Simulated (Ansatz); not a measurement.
Computed with DFT PBE, scalar-relativistic, plane waves, PAW (Ansatz). Plane waves to 420 eV, a 12×12×8 mesh through Γ for the 3-atom cell and 0.10 eV Gaussian smearing; no spin polarisation.

The zero of energy is the elements' standard structures at the same level; no fitted shifts are applied.

Q: Suggest a trial structure for a trigonal metal with formula SbSe2, with a formation energy near −0.15 eV/atom and about 29 Å³ per atom, in a cell of 3 atoms. Its symmetry should be P-3m1 (No. 164).

A: SbSe2, space group P-3m1 (No. 164). Around Sb lie 6 Se at 2.80 Å; around Se lie 3 Sb at 2.80 Å.

```yaml
crystal:
  lattice:
    - [3.89229, 0.00000, 0.00000]
    - [-1.94614, 3.37082, 0.00000]
    - [0.00000, 0.00000, 6.60031]
  atoms:
    - { symbol: Sb, position: [0.00000, 0.00000, 0.00000] }
    - { symbol: Se, position: [0.66667, 0.33333, 0.74631] }
    - { symbol: Se, position: [0.33333, 0.66667, 0.25369] }
```

| Item | Value |
| --- | --- |
| Volume per atom | 28.9 Å³ |
| Density | 5.4 g/cm³ |
| Energy over the elements | −0.15 eV/atom |
| Gap on the 12×12×8 mesh of the 3-atom cell | 0 eV (a metal) |

The structure comes from a generated guess, relaxed at this level; another structure or a mixture of phases may lie lower. Other answers may fit too; this one was computed.

No dispersion correction is applied, so the spacing and binding between layers, chains or molecules are poorly described. These runs have no spin–orbit coupling, which can matter for Sb. An odd number of electrons in the primitive cell allows no gap without spin; a larger cell or a magnetic state could open one. The reference form of Se is held partly by dispersion forces, which this level lacks. Symmetry constrained the relaxation, so the result can be a saddle point.
